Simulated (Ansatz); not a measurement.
Data:

MnTl2GeTe4:
```yaml
crystal:
  lattice:
    - [-4.25801, 4.25801, 3.47653]
    - [4.25801, -4.25801, 3.47653]
    - [4.25801, 4.25801, -3.47653]
  atoms:
    - { symbol: Mn, position: [0.50000, 0.50000, 0.00000] }
    - { symbol: Tl, position: [0.00000, 0.50000, 0.50000] }
    - { symbol: Tl, position: [0.50000, 0.00000, 0.50000] }
    - { symbol: Ge, position: [0.00000, 0.00000, 0.00000] }
    - { symbol: Te, position: [0.93595, 0.93595, 0.33977] }
    - { symbol: Te, position: [0.06405, 0.40382, 0.00000] }
    - { symbol: Te, position: [0.59618, 0.59618, 0.66023] }
    - { symbol: Te, position: [0.40382, 0.06405, 0.00000] }
```
The run is spin-polarised, in the one order tried: ferromagnetic.

This is the r²SCAN+D4-relaxed structure.

Question: All from r²SCAN+D4 in the plane-wave PAW code Ansatz, unless another level is named. Estimate the net moment.

Answer: 0.63 μB per atom.

Question: And the Bader charges?

Answer: Mn +0.96, Tl +0.49, Ge +0.44, Te -0.60 e.

Space group I-42m. The workflow started from a Materials Project entry (that database holds measured and hypothetical structures alike); the Crystallography Open Database files this formula in space group No. 121, but the cells were not matched. Whether it is the stable phase at ambient conditions was not checked. The cell was relaxed with r²SCAN+D4 under the symmetry of its start; its stability against distortions is not shown here. Spin order of the final state: ferromagnetic, the only order run, not a proven ground state. The cell computed holds one magnetic atom, so no antiferromagnetic order was within reach. Other orbital occupations within this spin state were not tried. No Hubbard U is applied. Scalar-relativistic: spin–orbit coupling is off unless named, which matters more the heavier the elements.

Potentials: the later of the program's two PAW sets.
